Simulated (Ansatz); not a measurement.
Property card for CaIn2F6

Method: DFT PBE, scalar-relativistic, plane waves, PAW in Ansatz 0.2.0.

Plane waves to 420 eV, a k mesh through Γ of 6×6×6 on the computed 9-atom cell and Gaussian smearing (0.10 eV); collinear spin from starting moments 0.0 0.0 0.0 0.4 0.4 0.4 0.4 -0.3 -0.3 μB.

The structure is relaxed at this level of theory with its symmetry kept, and needn't be the ground state of this composition.

```cif
data_structure
_symmetry_space_group_name_H-M 'P4/mmm'
_symmetry_Int_Tables_number 123
_cell_length_a 6.5807
_cell_length_b 6.5807
_cell_length_c 6.1856
_cell_angle_alpha 90.000
_cell_angle_beta 90.000
_cell_angle_gamma 90.000
_cell_volume 267.87
loop_
_atom_site_label
_atom_site_type_symbol
_atom_site_symmetry_multiplicity
_atom_site_Wyckoff_symbol
_atom_site_fract_x
_atom_site_fract_y
_atom_site_fract_z
_atom_site_occupancy
Ca1 Ca 1 a 0.00000 0.00000 0.00000 1
In1 In 2 e 0.50000 0.00000 0.50000 1
F1 F 4 l 0.65997 0.00000 0.00000 1
F2 F 2 g 0.00000 0.00000 0.33622 1
```

| Property | Result |
| --- | --- |
| Space group | P4/mmm (No. 123) |
| Volume per atom | 200.9 bohr³ |
| Formation energy from the elements' standard states (uncorrected) | -1.603 eV/atom |
| Kohn–Sham band gap | none (metal) |
| Density of states at the Fermi level | 3.1 states/eV per cell |
| Orbital (Löwdin) character within 0.5 eV of the Fermi level | F 2p 96 % |
| Bader charge by site (e) | Ca (1 in the cell) 1.62, In (2 in the cell) 0.92, F (4 in the cell) -0.56, F (2 in the cell) -0.62 |
| Total moment | 0.89 μB per cell |
| Moment by site (μB) | F4 0.35, F5 0.35, F6 0.35, F7 0.35, F8 -0.26, F9 -0.26 |

Only this magnetic start was tried.

The cell was found from a structure generator's guess, not taken from experiment. Löwdin shares on free-atom orbitals overweight diffuse shells.
